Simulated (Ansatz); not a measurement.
NaTl:
```yaml
crystal:
  lattice:
    - [0.00000, 3.74612, 3.74612]
    - [3.74612, 0.00000, 3.74612]
    - [3.74612, 3.74612, 0.00000]
  atoms:
    - { symbol: Na, position: [0.25000, 0.25000, 0.25000] }
    - { symbol: Na, position: [0.00000, 0.00000, 0.00000] }
    - { symbol: Tl, position: [0.50000, 0.50000, 0.50000] }
    - { symbol: Tl, position: [0.75000, 0.75000, 0.75000] }
```

Relaxed with r²SCAN. Special points in fractions of this cell's reciprocal vectors: Γ (0.000, 0.000, 0.000); X (0.500, 0.000, 0.500); U (0.625, 0.250, 0.625); K (0.375, 0.375, 0.750); L (0.500, 0.500, 0.500); W (0.500, 0.250, 0.750).

List the band energies nearest the Fermi level at these points for plane-wave PAW r²SCAN with spin–orbit coupling (Ansatz code).

In eV from the Fermi level; about four levels below and three above (degenerate sets whole), none deeper than 8.9 eV; points with the same levels are listed once.

| k | below | above |
|---|---|---|
| Γ | -2.76 -2.76 -0.20 -0.20 | 1.09 1.09 1.25 1.25 1.25 1.25 |
| X | -1.83 -1.83 -1.83 -1.83 | 0.05 0.05 0.05 0.05 |
| U | -2.78 -2.78 -1.46 -1.46 | 0.23 0.23 2.18 2.18 |
| L | -0.97 -0.97 -0.04 -0.04 | 2.25 2.25 2.57 2.57 |
| W | -2.60 -2.60 -2.27 -2.27 | 1.73 1.73 2.34 2.34 |

Space group Fd-3m. The workflow started from an entry of the Crystallography Open Database (COD). Whether it is the stable phase at ambient conditions was not checked. The cell was relaxed with r²SCAN under the symmetry of its start; its stability against distortions is not shown here.

Potentials: the later of the program's two PAW sets.
